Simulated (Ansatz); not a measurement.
Relaxed-ion elastic tensor of YN (rock salt, Fm-3m) in GPa (Voigt order), r²SCAN (plane waves, PAW; program Ansatz); density 5.82 g/cm³, 14.67 Å³ per atom.

```
 336  86.6  86.6   0.0   0.0   0.0
86.6   336  86.6   0.0   0.0   0.0
86.6  86.6   336   0.0   0.0   0.0
 0.0   0.0   0.0   132   0.0   0.0
 0.0   0.0   0.0   0.0   132   0.0
 0.0   0.0   0.0   0.0   0.0   132
```

Problem. Is the crystal mechanically stable?

Solution. Yes: the smallest eigenvalue of C is 132 GPa.

Problem. Work out the Voigt, Reuss and Hill averages.

Solution. K_V = 170, K_R = 170, K_H = 170; G_V = 129, G_R = 129, G_H = 129 GPa.

Problem. Give Young's modulus, Poisson's ratio, Pugh's ratio and the universal anisotropy index.

Solution. E = 9KG/(3K + G) = 308 GPa; ν = 0.20; K/G = 1.32 (brittle by the Pugh limit of 1.75); A_U = 5G_V/G_R + K_V/K_R − 6 = 0.00.

Problem. Estimate the sound speeds and the Debye temperature.

Solution. v_l = √((K + 4G/3)/ρ) = 7650 m/s, v_t = √(G/ρ) = 4700 m/s, mean 5190 m/s; Θ = (h/k)(3n/4πV)^(1/3) v_m = 631 K.

Problem. Give the Zener ratio and Young's modulus along [100], [110] and [111].

Solution. A = 2C44/(C11 − C12) = 1.06; 1/E = S11 − 2(S11 − S12 − S44/2)Γ with Γ = 0, 1/4, 1/3 gives 300, 310, 314 GPa.

Problem. Solve the Christoffel equation for the three sound speeds along [100], [110], [111].

Solution. Eigenvalues of C_ijkl n_j n_l equal ρv². In km/s, slowest first: [100] 4.75, 4.75, 7.59; [110] 4.62, 4.75, 7.67; [111] 4.67, 4.67, 7.70.

The cell was relaxed with r²SCAN under the symmetry of its start. The run is not spin-polarised.

Potentials: the earlier of the program's two PAW sets.
